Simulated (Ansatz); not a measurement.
YCoSi2:
```cif
data_Co4Si8Y4
_chemical_formula_sum 'Y4 Co4 Si8'
_space_group_name_H-M_alt 'Cmcm'
_space_group_IT_number 63
_space_group_name_Hall '-C 2c 2'
_cell_length_a 4.02523
_cell_length_b 16.19354
_cell_length_c 3.95256
_cell_angle_alpha 90.000
_cell_angle_beta 90.000
_cell_angle_gamma 90.000
loop_
_atom_site_label
_atom_site_type_symbol
_atom_site_symmetry_multiplicity
_atom_site_Wyckoff_symbol
_atom_site_fract_x
_atom_site_fract_y
_atom_site_fract_z
_atom_site_occupancy
Y1 Y 4 c 0.00000 0.10861 0.25000 1
Co1 Co 4 c 0.00000 0.32061 0.25000 1
Si1 Si 4 c 0.00000 0.45667 0.25000 1
Si2 Si 4 c 0.00000 0.24986 0.75000 1
```
(The calculation used a cell of 8 atoms; values per cell refer to that cell.)

Relaxed with r²SCAN.

Problem. Which orbitals make up the states near the Fermi level in the program Ansatz at the r²SCAN level (PAW)?

Solution. Within 0.5 eV of the Fermi level: Co 3d 41 %, Y 4d 26 %, Si 3p 23 %, outside the projected shells 5 %. Projections are on Löwdin-orthogonalised atomic valence shells; empty p or d shells of many metals are not among them.

Problem. Tabulate the density of states.

Solution. States/eV per cell of 8 atoms, in 0.25 eV bins, energy from the Fermi level.

```
E (eV)  total  Co 3d  Si 3p  Y 4d
------  -----  -----  -----  ----
-7.85    1.26   0.08   0.27  0.16
-7.60    1.17   0.08   0.27  0.15
-7.35    1.39   0.08   0.36  0.18
-7.10    1.51   0.08   0.39  0.20
-6.85    1.23   0.08   0.30  0.17
-6.60    1.40   0.10   0.35  0.18
-6.35    1.05   0.09   0.29  0.12
-6.10    1.38   0.13   0.63  0.12
-5.85    1.26   0.13   0.62  0.09
-5.60    1.06   0.13   0.60  0.09
-5.35    1.47   0.15   0.91  0.14
-5.10    2.40   0.26   1.42  0.24
-4.85    2.64   0.35   1.58  0.23
-4.60    3.49   0.60   2.09  0.26
-4.35    2.91   0.68   1.69  0.21
-4.10    3.50   0.77   2.04  0.29
-3.85    4.78   1.05   2.72  0.49
-3.60    4.49   1.15   2.44  0.48
-3.35    6.80   2.01   3.38  0.88
-3.10    7.57   2.83   3.37  0.91
-2.85    8.39   3.47   3.46  1.01
-2.60    6.23   2.66   2.32  0.88
-2.35    4.99   2.09   1.83  0.82
-2.10    3.12   1.79   0.80  0.38
-1.85    6.80   4.66   1.04  0.72
-1.60    8.90   6.99   0.74  0.68
-1.35   14.00  11.40   1.06  0.87
-1.10    9.70   7.36   1.00  0.85
-0.85    6.20   4.06   1.01  0.76
-0.60    7.34   4.25   1.41  1.15
-0.35    6.11   2.93   1.33  1.33
-0.10    4.04   1.66   0.93  1.05
0.15     3.31   1.17   0.78  0.97
0.40     3.13   0.96   0.73  0.98
0.65     3.18   0.93   0.71  1.03
0.90     2.12   0.62   0.50  0.69
1.15     1.72   0.42   0.43  0.60
1.40     1.68   0.31   0.41  0.65
1.65     2.16   0.37   0.53  0.84
1.90     2.61   0.53   0.57  0.96
2.15     3.79   0.77   0.77  1.46
2.40     4.45   0.77   0.89  1.90
2.65     4.53   0.61   0.90  2.12
2.90     5.01   0.63   1.02  2.23
3.15     5.51   0.71   1.25  2.29
3.40     4.72   0.53   1.02  2.05
3.65     5.35   0.50   1.06  2.37
3.90     5.96   0.45   1.14  2.76
4.15     6.41   0.38   1.06  3.20
4.40     6.90   0.35   1.14  3.59
4.65     7.14   0.30   1.14  3.93
4.90     6.12   0.24   1.05  3.26
```

The first step of the workflow began from a Materials Project structure, measured or hypothetical; the Crystallography Open Database copy checked does not list it. Its standing as an ambient phase is unchecked. The r²SCAN relaxation kept the symmetry of its start; its stability against distortions is not shown here. No spin polarisation was allowed. Spin–orbit coupling is left out wherever it is not named.

Potentials: the earlier of the program's two PAW sets.
